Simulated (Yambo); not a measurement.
G0W0@PBEsol for MoS₂ (space group P6_3/mmc, No. 194) in Yambo (6×6×1 mesh, 8 Ry block, plasmon pole, screening fixed), without a terminator:

```json
[
 {"bands N in G": "84", "gap Γ → K (eV)": "1.928", "shift of the valence edge (eV)": "0.630"},
 {"bands N in G": "143", "gap Γ → K (eV)": "1.865", "shift of the valence edge (eV)": "0.240"},
 {"bands N in G": "221", "gap Γ → K (eV)": "1.833", "shift of the valence edge (eV)": "0.052"}
]
```

Q: Extrapolate both columns to infinite N with E(N) = E∞ + A/N, test the form, and compare with the terminator.

A: From two points, E∞ = (N2 E2 − N1 E1)/(N2 − N1). The two largest N give 1.77 eV for the gap and -0.29 eV for the shift; the two smallest give 1.78 eV and -0.32 eV. For the gap the slopes A are 13 and 13 eV: the 1/N form holds. For the shift the slopes A are 79 and 76 eV: the 1/N form holds. With the Bruneval-Gonze terminator and 221 bands the run gives 1.79 eV and -0.12 eV, 0.02 eV and 0.18 eV from the extrapolated values: the terminator too is an estimate of the remainder. Block, mesh and the bands in W are held fixed.

Spin-orbit coupling is not included.

Geometry of the Materials Project entry, not relaxed at this level; primitive cell a = b = 3.192 Å, c = 13.378 Å, α = β = 90.00°, γ = 120.00°.

A shift is the quasiparticle energy of the state minus its PBEsol energy.

The distance between layers or molecules is the database entry's, not relaxed here. Functionals without dispersion can leave it too large, which widens gaps and weakens the response across layers: the numbers belong to this cell.
